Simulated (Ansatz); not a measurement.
One crystal and one scan (energy over volume and axial ratio) at two levels, r2SCAN (plane waves to 500 eV, PAW, scalar-relativistic; Ansatz, an electronic-structure program) and PBE (plane waves to 420 eV, PAW, scalar-relativistic; Ansatz), each from its own relaxed cell and on its own mesh. The cell shown is that of r2SCAN.

CdTe (zinc blende)

```yaml
crystal:
  lattice:
    - [0.00000, 3.27903, 3.27903]
    - [3.27903, 0.00000, 3.27903]
    - [3.27903, 3.27903, 0.00000]
  atoms:
    - { symbol: Te, position: [0.75000, 0.75000, 0.75000] }
    - { symbol: Cd, position: [0.00000, 0.00000, 0.00000] }
```

The relaxed cell is deformed in two ways at once: its volume V is scaled, and at that volume it is stretched along z (the c axis of the conventional cell) so that c/a changes. Fractional atomic positions are held.

E stands for the smeared free energy. CdTe was relaxed with its symmetry unable to fall. Spin-orbit coupling is left out, though Te is heavy. The PAW data are Ansatz's earlier set. Percentages come from the unrounded values. Both scans cover V/V₀ from 0.920 to 1.080 and (c/a)/(c/a)₀ from 0.880 to 1.120.

Results of r2SCAN:

```
Quantity                                                     Result
-----------------------------------------------------------  ------
Lattice constant a (Å)                                        6.558
Shear modulus C′ = (C11 − C12)/2 (fit, atoms clamped) (GPa)     8.4
```

Q: What does PBE give for the same quantities?

A: 
| quantity | PBE | r2SCAN − PBE |
|---|---|---|
| Lattice constant a (Å) | 6.619 | -0.061 (-0.9 %) |
| Shear modulus C′ = (C11 − C12)/2 (fit, atoms clamped) (GPa) | 8.2 | +0.2 (+3 %) |

r2SCAN gives the lower value for: lattice constant a. Neither level is exact: the differences show how much the result hangs on the functional.

(Under strain, the slope of the energy per volume gives the stress and its curvature an elastic modulus.)
